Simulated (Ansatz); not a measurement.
Consider a crystal of AlTlCl₃ in space group R-3c (No. 167), with Al on 6b; Tl on 6a; Cl on 18e. Recipe of this trial structure of AlTlCl₃: perovskite family, tilts a-a-a- (A site Tl; B site Al; X site Cl).

These are results of DFT PBE, scalar-relativistic, plane waves, PAW (Ansatz), not measurements. Cutoff 420 eV, Γ-centred mesh, Gaussian smearing, no spin polarisation.

Formation energies are uncorrected and refer to the elements' standard structures at the same level (Cl₂ as a molecule).

Task: Give the relaxed lattice parameters and positions.

Result:

Space group R-3c:H (No. 167). a = 7.198 Å, b = 7.198 Å, c = 17.615 Å, α = 90.00°, β = 90.00°, γ = 120.00°
| atom | site | symmetry | x | y | z |
| --- | --- | --- | --- | --- | --- |
| Al | 6b | -3. | 0.3333 | 0.6667 | 0.1667 |
| Tl | 6a | 32 | 0.3333 | 0.6667 | 0.4167 |
| Cl | 18e | .2 | 0.5174 | 0.5174 | 0.2500 |

It has the rhombohedral perovskite type. Al has 6 Cl at 2.55 Å; Tl has 12 Cl at 3.47–3.72 Å (long against the sum of covalent radii); Cl is surrounded by 2 Al at 2.55 Å, 4 Tl at 3.47–3.72 Å and 8 Cl at 3.60–3.61 Å. Another local minimum with the same sites may exist.

Task: And its energy and gap?

Result: The formation energy is −1.04 eV/atom and the gap on the 6×6×6 mesh of the 10-atom cell is 0 eV (a metal). Whether it is stable depends on the other phases of the system, which aren't compared here.

The last run used Gaussian smearing of 0.10 eV. These runs have no spin–orbit coupling, which can matter for Tl. A structure relaxed within its symmetry needn't be a true minimum.
